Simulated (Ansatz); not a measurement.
A relaxation computed with Ansatz, from input to last step.

```yaml
crystal:
  lattice:
    - [3.4199050152, -3.9222766937, 0.0]
    - [3.4199050152, 3.9222766937, 0.0]
    - [0.0, 0.0, 4.6158508096]
  atoms:
    - { symbol: W, position: [0.0898007717, 0.4231341051, 0.25] }
    - { symbol: W, position: [0.5768658949, 0.9101992283, 0.25] }
    - { symbol: W, position: [0.9101992283, 0.5768658949, 0.75] }
    - { symbol: W, position: [0.4231341051, 0.0898007717, 0.75] }
    - { symbol: F, position: [0.875, 0.125, 0.0] }
    - { symbol: F, position: [0.125, 0.875, 0.0] }
    - { symbol: F, position: [0.875, 0.125, 0.5] }
    - { symbol: F, position: [0.125, 0.875, 0.5] }
basis:
  ecutwfc: 420
kpoints:
  mp_grid: { grid: [4, 4, 4] }
hamiltonian:
  xc: pbe
scf:
  occupations: { method: gaussian, width: 0.1 }
  lower_state_search: "off"
output:
  forces: true
  stress: true
  eigenvalues: true
relax:
  adjacent_minimum: "off"
  f_tol: 0.04
  max_steps: 70
  cell: { stress_tol: 0.4 }
```

```bash
ansatz run input.yaml --threads 1 --pin off --max-ram 2560MiB --backend cpu --events-out ev --progress --plain --runs-dir out
```

The calculation used DFT PBE, scalar-relativistic, plane waves, PAW in Ansatz.

Of 31 frames 10 are shown, positions in Å and forces in eV/Å; the SCF threshold varies from step to step. Steps run on the plane waves of an earlier cell, with a Pulay correction in the pressure. The basis is chosen afresh for the last frame, the zero of the energies, and at times for earlier ones too; energy and pressure step there, also at an unchanged geometry. Here that happened at steps 20 (-185 meV/atom, 13.2 GPa), 28 (-7 meV/atom, 0.8 GPa); the frames before carry an error of that size.

```xyz
8
Lattice="3.4199 -3.9223 0.0000 3.4199 3.9223 0.0000 0.0000 0.0000 4.6159" Properties=species:S:1:pos:R:3:forces:R:3 pbc="T T T" step=1 free_energy_over_end_meV_per_atom=1469.41 pressure_GPa=-1.47
W     1.7542    1.3074    1.1540    1.3527   -0.1774    0.0000
W     5.0856    1.3074    1.1540   -1.3527   -0.1774    0.0000
W     5.0856   -1.3074    3.4619   -1.3527    0.1774    0.0000
W     1.7542   -1.3074    3.4619    1.3527    0.1774    0.0000
F     3.4199   -2.9417    0.0000    0.0000    2.6701    0.3834
F     3.4199    2.9417    0.0000    0.0000   -2.6701   -0.3834
F     3.4199   -2.9417    2.3079    0.0000    2.6701   -0.3834
F     3.4199    2.9417    2.3079    0.0000   -2.6701    0.3834
8
Lattice="3.4500 -3.5393 0.0000 3.4500 3.5393 0.0000 0.0000 0.0000 4.3555" Properties=species:S:1:pos:R:3:forces:R:3 pbc="T T T" step=4 free_energy_over_end_meV_per_atom=957.03 pressure_GPa=-0.14
W     2.1309    0.9488    1.0889    0.3760   -0.6528    0.0000
W     4.7690    0.9488    1.0889   -0.3760   -0.6528    0.0000
W     4.7690   -0.9488    3.2666   -0.3760    0.6528    0.0000
W     2.1309   -0.9488    3.2666    0.3760    0.6528    0.0000
F     3.4500   -2.4202    0.0184    0.0000    0.7472   -0.4304
F     3.4500    2.4202   -0.0184    0.0000   -0.7472    0.4304
F     3.4500   -2.4202    2.1593    0.0000    0.7472    0.4304
F     3.4500    2.4202    2.1962    0.0000   -0.7472   -0.4304
8
Lattice="4.0288 -2.9162 0.0000 4.0288 2.9162 0.0000 0.0000 0.0000 4.5575" Properties=species:S:1:pos:R:3:forces:R:3 pbc="T T T" step=8 free_energy_over_end_meV_per_atom=590.23 pressure_GPa=0.73
W     2.6090    0.8287    1.1394   -0.2493    0.5111    0.0000
W     5.4486    0.8287    1.1394    0.2493    0.5111    0.0000
W     5.4486   -0.8287    3.4181    0.2493   -0.5111    0.0000
W     2.6090   -0.8287    3.4181   -0.2493   -0.5111    0.0000
F     4.0288   -1.8191   -0.0147    0.0000    0.0825    0.5594
F     4.0288    1.8191    0.0147    0.0000   -0.0825   -0.5594
F     4.0288   -1.8191    2.2934    0.0000    0.0825   -0.5594
F     4.0288    1.8191    2.2641    0.0000   -0.0825    0.5594
8
Lattice="4.0940 -2.8768 0.0000 4.0940 2.8768 0.0000 0.0000 0.0000 4.5163" Properties=species:S:1:pos:R:3:forces:R:3 pbc="T T T" step=11 free_energy_over_end_meV_per_atom=559.54 pressure_GPa=0.64
W     2.5991    0.9056    1.1291    0.1069    0.3520    0.0000
W     5.5890    0.9056    1.1291   -0.1069    0.3520    0.0000
W     5.5890   -0.9056    3.3872   -0.1069   -0.3520    0.0000
W     2.5991   -0.9056    3.3872    0.1069   -0.3520    0.0000
F     4.0940   -1.7625    0.0200    0.0000    0.1137   -0.0608
F     4.0940    1.7625   -0.0200    0.0000   -0.1137    0.0608
F     4.0940   -1.7625    2.2382    0.0000    0.1137    0.0608
F     4.0940    1.7625    2.2782    0.0000   -0.1137   -0.0608
8
Lattice="4.5168 -2.5393 0.0000 4.5168 2.5393 0.0000 0.0000 0.0000 4.4442" Properties=species:S:1:pos:R:3:forces:R:3 pbc="T T T" step=14 free_energy_over_end_meV_per_atom=376.24 pressure_GPa=2.39
W     2.8314    0.8377    1.1110    1.0634    0.4966    0.0000
W     6.2022    0.8377    1.1110   -1.0634    0.4966    0.0000
W     6.2022   -0.8377    3.3331   -1.0634   -0.4966    0.0000
W     2.8314   -0.8377    3.3331    1.0634   -0.4966    0.0000
F     4.5168   -1.3939   -0.0170    0.0000    1.1460   -0.0183
F     4.5168    1.3939    0.0170    0.0000   -1.1460    0.0183
F     4.5168   -1.3939    2.2391    0.0000    1.1460    0.0183
F     4.5168    1.3939    2.2051    0.0000   -1.1460   -0.0183
8
Lattice="4.5655 -2.4334 0.0000 4.5655 2.4334 0.0000 0.0000 0.0000 4.5785" Properties=species:S:1:pos:R:3:forces:R:3 pbc="T T T" step=18 free_energy_over_end_meV_per_atom=320.32 pressure_GPa=0.84
W     2.8916    0.8074    1.1446   -0.0067    0.0184    0.0000
W     6.2395    0.8074    1.1446    0.0067    0.0184    0.0000
W     6.2395   -0.8074    3.4339    0.0067   -0.0184    0.0000
W     2.8916   -0.8074    3.4339   -0.0067   -0.0184    0.0000
F     4.5655   -1.2216   -0.0181    0.0000   -0.0163    0.0144
F     4.5655    1.2216    0.0181    0.0000    0.0163   -0.0144
F     4.5655   -1.2216    2.3074    0.0000   -0.0163   -0.0144
F     4.5655    1.2216    2.2711    0.0000    0.0163    0.0144
8
Lattice="4.7472 -2.3485 0.0000 4.7472 2.3485 0.0000 0.0000 0.0000 4.6341" Properties=species:S:1:pos:R:3:forces:R:3 pbc="T T T" step=21 free_energy_over_end_meV_per_atom=53.63 pressure_GPa=7.65
W     3.0389    0.7955    1.1585   -0.0254   -0.0914    0.0000
W     6.4555    0.7955    1.1585    0.0254   -0.0914    0.0000
W     6.4555   -0.7955    3.4755    0.0254    0.0914    0.0000
W     3.0389   -0.7955    3.4755   -0.0254    0.0914    0.0000
F     4.7472   -1.1751   -0.0326    0.0000   -0.0698    0.1107
F     4.7472    1.1751    0.0326    0.0000    0.0698   -0.1107
F     4.7472   -1.1751    2.3497    0.0000   -0.0698   -0.1107
F     4.7472    1.1751    2.2844    0.0000    0.0698    0.1107
8
Lattice="4.9836 -2.2509 0.0000 4.9836 2.2509 0.0000 0.0000 0.0000 4.7005" Properties=species:S:1:pos:R:3:forces:R:3 pbc="T T T" step=24 free_energy_over_end_meV_per_atom=8.14 pressure_GPa=0.58
W     3.2277    0.7606    1.1751   -0.0705   -0.0793    0.0000
W     6.7395    0.7606    1.1751    0.0705   -0.0793    0.0000
W     6.7395   -0.7606    3.5254    0.0705    0.0793    0.0000
W     3.2277   -0.7606    3.5254   -0.0705    0.0793    0.0000
F     4.9836   -1.1157   -0.0532    0.0000   -0.2262    0.0363
F     4.9836    1.1157    0.0532    0.0000    0.2262   -0.0363
F     4.9836   -1.1157    2.4035    0.0000   -0.2262   -0.0363
F     4.9836    1.1157    2.2970    0.0000    0.2262    0.0363
8
Lattice="4.9998 -2.2638 0.0000 4.9998 2.2638 0.0000 0.0000 0.0000 4.6607" Properties=species:S:1:pos:R:3:forces:R:3 pbc="T T T" step=28 free_energy_over_end_meV_per_atom=0.43 pressure_GPa=0.85
W     3.2390    0.7602    1.1652   -0.0177   -0.0060    0.0000
W     6.7606    0.7602    1.1652    0.0177   -0.0060    0.0000
W     6.7606   -0.7602    3.4955    0.0177    0.0060    0.0000
W     3.2390   -0.7602    3.4955   -0.0177    0.0060    0.0000
F     4.9998   -1.1314   -0.0472    0.0000   -0.0044    0.0309
F     4.9998    1.1314    0.0472    0.0000    0.0044   -0.0309
F     4.9998   -1.1314    2.3776    0.0000   -0.0044   -0.0309
F     4.9998    1.1314    2.2831    0.0000    0.0044    0.0309
8
Lattice="5.0162 -2.2580 0.0000 5.0162 2.2580 0.0000 0.0000 0.0000 4.6722" Properties=species:S:1:pos:R:3:forces:R:3 pbc="T T T" step=31 free_energy_over_end_meV_per_atom=0.00 pressure_GPa=0.09
W     3.2508    0.7582    1.1681    0.0074   -0.0052    0.0000
W     6.7816    0.7582    1.1681   -0.0074   -0.0052    0.0000
W     6.7816   -0.7582    3.5042   -0.0074    0.0052    0.0000
W     3.2508   -0.7582    3.5042    0.0074    0.0052    0.0000
F     5.0162   -1.1283   -0.0489    0.0000    0.0001    0.0019
F     5.0162    1.1283    0.0489    0.0000   -0.0001   -0.0019
F     5.0162   -1.1283    2.3850    0.0000    0.0001   -0.0019
F     5.0162    1.1283    2.2872    0.0000   -0.0001    0.0019
```

The start is a random arrangement. At the end the space group is Cmcm (tolerance 0.05 Å).

Time: 5.2 min on 1 thread of Intel(R) Xeon(R) Platinum 8259CL CPU @ 2.50GHz (Skylake/Cascade Lake), on a shared host, peak memory 0.46 GiB.

The k mesh is coarse. Spin–orbit coupling is left out, which can shift energies with elements as heavy as these. Spin polarisation was left out, and a magnetic state may lie lower.